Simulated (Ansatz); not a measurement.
ZrC (rock salt)

```yaml
crystal:
  lattice:
    - [0.00000, 4.70874, 4.70874]
    - [2.35437, 2.35437, 4.70874]
    - [2.35437, 2.35437, 0.00000]
  atoms:
    - { symbol: C, position: [0.00000, 0.00000, 0.00000] }
    - { symbol: C, position: [0.50000, 0.00000, 0.00000] }
    - { symbol: Zr, position: [0.00000, 0.50000, 0.50000] }
    - { symbol: Zr, position: [0.50000, 0.50000, 0.50000] }
```

A phonon eigenvector at X = (0.5, 0.5, 0.0) is frozen into this cell: atom i moves by Q times the vector below, so Q is the largest atomic displacement, in Å. The cell is held. It is one choice among 2 degenerate patterns. (q is in reciprocal vectors of the primitive cell; the cell shown is doubled to hold the pattern.)

```json
[
 {"atom": "C1", "x": "0.000", "y": "-0.065", "z": "0.000"},
 {"atom": "C2", "x": "0.000", "y": "0.065", "z": "0.000"},
 {"atom": "Zr3", "x": "0.000", "y": "1.000", "z": "0.000"},
 {"atom": "Zr4", "x": "0.000", "y": "-1.000", "z": "0.000"}
]
```

Method: PBE (plane waves to 420 eV, PAW, scalar-relativistic; Ansatz, a quantum-chemistry and plane-wave program). k mesh 17×17×17 (Γ-centred), Fermi-Dirac smearing 0.05 eV. Energies are smeared free energies. With partly filled bands, energies and forces of such displacements shift with the k mesh and the smearing. ZrC is run without spin polarisation. ZrC was relaxed with its symmetry unable to fall. ΔE is measured from the undisplaced structure.

The scan covers Q from -0.100 to 0.100 Å in 13 points.

Task: Which space group does the distorted structure have?

Result: Cmcm (No. 63), lowered from Fm-3m.

Task: Is this a single well or a double well?

Result: A single well with its minimum at or next to zero displacement.

Task: What is the energy change at Q = 0.100 Å?

Result: 144 meV/cell.

Task: What harmonic wavenumber does the curvature at Q = 0 give?

Result: 206 cm⁻¹.

(For displaced atoms, the force is minus the slope of the energy, and its curvature is a force constant, which sets phonon frequencies.)
